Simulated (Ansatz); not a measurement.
## CuWO₄ in Ansatz, relaxation

The input file (Ansatz 0.2.0, plane waves):

```yaml
crystal:
  lattice:
    - [4.688231, 0.0, 0.0]
    - [0.716775, 5.779315, 0.0]
    - [-0.203047, -0.115234, 4.863368]
  atoms:
    - { symbol: W, position: [0.02109, 0.17346, 0.25401] }
    - { symbol: W, position: [0.97891, 0.82654, 0.74599] }
    - { symbol: Cu, position: [0.4956, 0.6596, 0.2456] }
    - { symbol: Cu, position: [0.5044, 0.3404, 0.7544] }
    - { symbol: O, position: [0.251, 0.3543, 0.426] }
    - { symbol: O, position: [0.749, 0.6457, 0.574] }
    - { symbol: O, position: [0.217, 0.8825, 0.43] }
    - { symbol: O, position: [0.783, 0.1175, 0.57] }
    - { symbol: O, position: [0.734, 0.3803, 0.096] }
    - { symbol: O, position: [0.266, 0.6197, 0.904] }
    - { symbol: O, position: [0.783, 0.9075, 0.053] }
    - { symbol: O, position: [0.217, 0.0925, 0.947] }
kpoints:
  mp_grid: { grid: [4, 3, 4], shift: [0.5, 0.0, 0.5] }
magnetization:
  spin_polarized: false
scf:
  occupations: { method: fermi_dirac }
  lower_state_search: "off"
hamiltonian:
  pseudopotentials: { kind: paw }
  xc: r2scan
basis:
  ecutwfc: 500
  fft_grid_basis: typed
relax:
  max_steps: 80
  cell: { p_target: 0.0 }
  f_tol: 0.03
output:
  forces: true
  stress: true
  eigenvalues: true
  populations: true
  elf: true
  write_potential: true
  volumetric_format: npy
  dos:
    e_range: [-12, 8]
    de: 0.05
    projected: { site_lists: { Cu: [Cu], O: [O], W: [W] } }
  bader: false
checkpoint:
  read: saved_state
```

Run with:

```bash
ansatz run input.yaml --threads 2 --pin off --max-ram 2560MiB --backend cpu --events-out ev --progress --plain --runs-dir out
```

Origin of the cell: a database entry, scaled a little.

The smearing width isn't typed, so it takes its default of 0.1 eV.

The saved state is a converged single point of the same cell.

Steps («new basis» is an SCF on plane waves selected anew at the same cell):

| step | ΔF (meV/atom) | max force component (eV/Å) | P (GPa) | volume (Å³) | SCF iterations | step was |
| --- | --- | --- | --- | --- | --- | --- |
| 1 | 0.0 | 0.315 | 1.64 | 131.77 | 6 | accepted |
| 2 | -1.7 | 0.236 | -0.25 | 132.55 | 8 | accepted |
| 3 | -2.5 | 0.120 | -0.33 | 132.79 | 7 | accepted |
| 4 | -2.7 | 0.056 | 0.05 | 133.04 | 8 | accepted |
| 5 | -2.6 | 0.110 | -0.11 | 133.16 | 6 | rejected |
| 6 | -2.8 | 0.021 | -0.02 | 133.27 | 11 | accepted |
| 7 | -2.8 | 0.048 | 0.01 | 133.53 | 9 | accepted |
| 8 | -2.8 | 0.021 | -0.01 | 133.50 | 5 | accepted |
| 9 | -2.8 | 0.011 | -0.01 | 133.52 | 5 | accepted |
| 10 | -2.9 | 0.011 | -0.01 | 133.52 | 7 | new basis |

Step 1, with forces in eV/Å:

```xyz
12
Lattice="4.688 0.000 0.000 0.717 5.779 0.000 -0.203 -0.115 4.863" Properties=species:S:1:pos:R:3:forces:R:3 pbc="T T T" step=1
W     0.172    0.973    1.235   -0.142   -0.002    0.076
W     5.030    4.691    3.628    0.142    0.002   -0.076
Cu    2.746    3.784    1.194    0.067    0.059    0.315
Cu    2.456    1.880    3.669   -0.067   -0.059   -0.315
O     1.344    1.999    2.072    0.216    0.219    0.257
O     3.858    3.666    2.792   -0.216   -0.219   -0.257
O     1.563    5.051    2.091    0.043   -0.137   -0.114
O     3.639    0.613    2.772   -0.043    0.137    0.114
O     3.694    2.187    0.467   -0.167    0.178   -0.095
O     1.508    3.477    4.396    0.167   -0.178    0.095
O     4.311    5.239    0.258   -0.207    0.080    0.299
O     0.891    0.425    4.606    0.207   -0.080   -0.299
```

Step 2, with forces in eV/Å:

```xyz
12
Lattice="4.685 0.013 -0.012 0.733 5.810 -0.019 -0.216 -0.131 4.873" Properties=species:S:1:pos:R:3:forces:R:3 pbc="T T T" step=2
W     0.171    0.978    1.230   -0.050   -0.053    0.010
W     5.031    4.715    3.611    0.050    0.053   -0.010
Cu    2.752    3.807    1.190    0.030    0.047    0.236
Cu    2.450    1.886    3.651   -0.030   -0.047   -0.236
O     1.339    2.018    2.064    0.092   -0.006    0.143
O     3.862    3.674    2.778   -0.092    0.006   -0.143
O     1.558    5.071    2.073    0.087   -0.084   -0.071
O     3.643    0.622    2.769   -0.087    0.084    0.071
O     3.689    2.210    0.448   -0.022   -0.009    0.010
O     1.513    3.482    4.394    0.022    0.009   -0.010
O     4.316    5.276    0.238    0.058    0.098   -0.058
O     0.886    0.416    4.603   -0.058   -0.098    0.058
```

Step 3, with forces in eV/Å:

```xyz
12
Lattice="4.686 0.021 -0.023 0.742 5.818 -0.026 -0.228 -0.136 4.875" Properties=species:S:1:pos:R:3:forces:R:3 pbc="T T T" step=3
W     0.166    0.976    1.234   -0.024   -0.061   -0.120
W     5.035    4.728    3.591    0.024    0.061    0.120
Cu    2.757    3.816    1.189    0.005   -0.008    0.074
Cu    2.444    1.888    3.636   -0.005    0.008   -0.074
O     1.336    2.019    2.066    0.032   -0.032    0.077
O     3.865    3.685    2.759   -0.032    0.032   -0.077
O     1.564    5.073    2.063   -0.003   -0.008    0.016
O     3.637    0.631    2.762    0.003    0.008   -0.016
O     3.686    2.216    0.439    0.010   -0.012    0.000
O     1.515    3.487    4.386   -0.010    0.012    0.000
O     4.326    5.301    0.212    0.072    0.011   -0.059
O     0.875    0.403    4.613   -0.072   -0.011    0.059
```

Step 4, with forces in eV/Å:

```xyz
12
Lattice="4.694 0.033 -0.034 0.758 5.829 -0.038 -0.239 -0.145 4.870" Properties=species:S:1:pos:R:3:forces:R:3 pbc="T T T" step=4
W     0.162    0.971    1.231    0.000   -0.007   -0.056
W     5.051    4.746    3.566    0.000    0.007    0.056
Cu    2.768    3.826    1.182   -0.021   -0.037   -0.023
Cu    2.445    1.890    3.616    0.021    0.037    0.023
O     1.333    2.012    2.066   -0.008   -0.023    0.008
O     3.880    3.704    2.732    0.008    0.023   -0.008
O     1.574    5.078    2.051   -0.007    0.003    0.013
O     3.639    0.639    2.747    0.007   -0.003   -0.013
O     3.693    2.227    0.425    0.001    0.005   -0.014
O     1.520    3.490    4.373   -0.001   -0.005    0.014
O     4.349    5.326    0.187    0.047    0.014   -0.015
O     0.864    0.390    4.611   -0.047   -0.014    0.015
```

Step 6, with forces in eV/Å:

```xyz
12
Lattice="4.698 0.035 -0.035 0.761 5.834 -0.040 -0.241 -0.147 4.870" Properties=species:S:1:pos:R:3:forces:R:3 pbc="T T T" step=6
W     0.160    0.971    1.230    0.005    0.000   -0.007
W     5.059    4.751    3.565   -0.005    0.000    0.007
Cu    2.770    3.828    1.181   -0.015   -0.021   -0.003
Cu    2.449    1.895    3.614    0.015    0.021    0.003
O     1.333    2.009    2.066   -0.005   -0.016    0.002
O     3.885    3.713    2.729    0.005    0.016   -0.002
O     1.576    5.081    2.051   -0.001    0.001    0.003
O     3.643    0.641    2.744    0.001   -0.001   -0.003
O     3.698    2.231    0.423    0.000    0.007   -0.006
O     1.521    3.491    4.373    0.000   -0.007    0.006
O     4.359    5.336    0.185   -0.002    0.001    0.001
O     0.860    0.386    4.611    0.002   -0.001   -0.001
```

Step 7, with forces in eV/Å:

```xyz
12
Lattice="4.707 0.048 -0.033 0.779 5.840 -0.040 -0.240 -0.148 4.867" Properties=species:S:1:pos:R:3:forces:R:3 pbc="T T T" step=7
W     0.168    0.972    1.230   -0.020   -0.048   -0.015
W     5.078    4.768    3.564    0.020    0.048    0.015
Cu    2.781    3.831    1.184   -0.014    0.004   -0.012
Cu    2.465    1.909    3.610    0.014   -0.004    0.012
O     1.341    2.007    2.066    0.020    0.023    0.014
O     3.905    3.733    2.728   -0.020   -0.023   -0.014
O     1.590    5.084    2.048   -0.002    0.012    0.004
O     3.656    0.656    2.746    0.002   -0.012   -0.004
O     3.714    2.247    0.425   -0.002   -0.007   -0.022
O     1.532    3.493    4.369    0.002    0.007    0.022
O     4.383    5.356    0.186    0.016    0.017   -0.004
O     0.864    0.384    4.608   -0.016   -0.017    0.004
```

Step 8, with forces in eV/Å:

```xyz
12
Lattice="4.705 0.045 -0.036 0.775 5.839 -0.040 -0.243 -0.147 4.868" Properties=species:S:1:pos:R:3:forces:R:3 pbc="T T T" step=8
W     0.165    0.970    1.230    0.021    0.005   -0.001
W     5.073    4.767    3.562   -0.021   -0.005    0.001
Cu    2.776    3.830    1.182    0.003   -0.003    0.002
Cu    2.462    1.908    3.610   -0.003    0.003   -0.002
O     1.338    2.007    2.067   -0.009   -0.006   -0.008
O     3.899    3.731    2.725    0.009    0.006    0.008
O     1.586    5.085    2.050    0.002   -0.004    0.002
O     3.652    0.652    2.742   -0.002    0.004   -0.002
O     3.711    2.243    0.420    0.002    0.001   -0.001
O     1.527    3.494    4.371   -0.002   -0.001    0.001
O     4.378    5.354    0.183    0.007   -0.001   -0.007
O     0.860    0.383    4.609   -0.007    0.001    0.007
```

Step 10, with forces in eV/Å:

```xyz
12
Lattice="4.705 0.045 -0.038 0.775 5.839 -0.041 -0.244 -0.148 4.869" Properties=species:S:1:pos:R:3:forces:R:3 pbc="T T T" step=10
W     0.165    0.969    1.230    0.002    0.011   -0.004
W     5.071    4.768    3.561   -0.002   -0.011    0.004
Cu    2.775    3.828    1.181    0.002   -0.002    0.002
Cu    2.462    1.908    3.610   -0.002    0.002   -0.002
O     1.338    2.007    2.067    0.003   -0.002    0.002
O     3.899    3.730    2.724   -0.003    0.002   -0.002
O     1.585    5.084    2.050    0.000    0.004   -0.004
O     3.651    0.653    2.741    0.000   -0.004    0.004
O     3.711    2.242    0.419   -0.004    0.001    0.002
O     1.525    3.494    4.372    0.004   -0.001   -0.002
O     4.378    5.353    0.181    0.001    0.005   -0.001
O     0.858    0.383    4.610   -0.001   -0.005    0.001
```

```yaml
Free_energy_lowered_by: 2.9 meV/atom
Volume_change: 1.33 %
Final_pressure: -0.01 GPa
Relaxation_steps_listed: 10
```

Caveats: no moments, though an odd count or open d shells may carry them; no spin-orbit coupling, though heavy elements are present; the k mesh is coarse if the cell is a metal; the relaxation held the start's symmetry, so the end may be a saddle point.

Time: 6.1 min on 2 threads of Arm Neoverse N1 (shared host), peak memory 0.84 GiB, from a saved density.
